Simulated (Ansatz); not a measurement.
Si (diamond, space group No. 227), a = b = c = 5.4018 Å, α = β = γ = 90.00°; the cell used has 2 atoms.

Relaxed with LDA.

Which orbitals make up the states near the band edges in LDA (plane waves, PAW; program Ansatz)?

Top 1 eV of the valence band: Si 3p 96 %. Bottom 1 eV of the conduction band: Si 3p 57 %, Si 3s 26 %, outside the projected shells 16 %. Projections are on Löwdin-orthogonalised atomic valence shells; empty p or d shells of many metals are not among them.

Tabulate the density of states.

States/eV per cell of 2 atoms, in 0.25 eV bins, energy from the valence-band maximum.

```tsv
E (eV)	total	Si 3p	Si 3s
-7.85	0.01	0.00	0.01
-7.60	0.09	0.04	0.05
-7.35	0.38	0.16	0.22
-7.10	0.56	0.25	0.31
-6.85	1.40	0.78	0.60
-6.60	0.94	0.52	0.41
-6.35	0.68	0.38	0.30
-6.10	0.56	0.31	0.24
-5.85	0.46	0.26	0.20
-5.60	0.41	0.23	0.17
-5.35	0.35	0.20	0.14
-5.10	0.30	0.18	0.12
-4.85	0.27	0.16	0.11
-4.60	0.24	0.14	0.09
-4.35	0.67	0.58	0.09
-4.10	1.21	1.09	0.11
-3.85	1.02	0.90	0.11
-3.60	1.00	0.89	0.10
-3.35	1.06	0.95	0.10
-3.10	1.23	1.13	0.09
-2.85	1.49	1.39	0.09
-2.60	1.43	1.34	0.07
-2.35	1.37	1.30	0.06
-2.10	1.30	1.23	0.05
-1.85	1.26	1.20	0.04
-1.60	1.22	1.17	0.03
-1.35	1.15	1.11	0.02
-1.10	0.77	0.74	0.02
-0.85	0.51	0.49	0.01
-0.60	0.37	0.35	0.01
-0.35	0.22	0.21	0.00
-0.10	0.06	0.06	0.00
0.15	0.00	0.00	0.00
0.40	0.01	0.00	0.00
0.65	0.14	0.08	0.04
0.90	0.32	0.18	0.09
1.15	0.50	0.29	0.13
1.40	0.60	0.35	0.14
1.65	0.77	0.45	0.18
1.90	1.05	0.59	0.27
2.15	1.57	0.88	0.43
2.40	1.83	1.08	0.45
2.65	1.26	0.77	0.25
2.90	1.02	0.63	0.16
3.15	1.08	0.71	0.11
3.40	1.94	1.32	0.19
3.65	1.99	1.23	0.24
3.90	1.57	0.97	0.17
4.15	1.16	0.73	0.10
4.40	1.14	0.70	0.11
4.65	1.12	0.61	0.14
4.90	1.17	0.62	0.16
5.15	1.22	0.65	0.16
```

Space group Fd-3m (diamond). Symmetry was held in the LDA relaxation.

Potentials: the earlier of the program's two PAW sets.
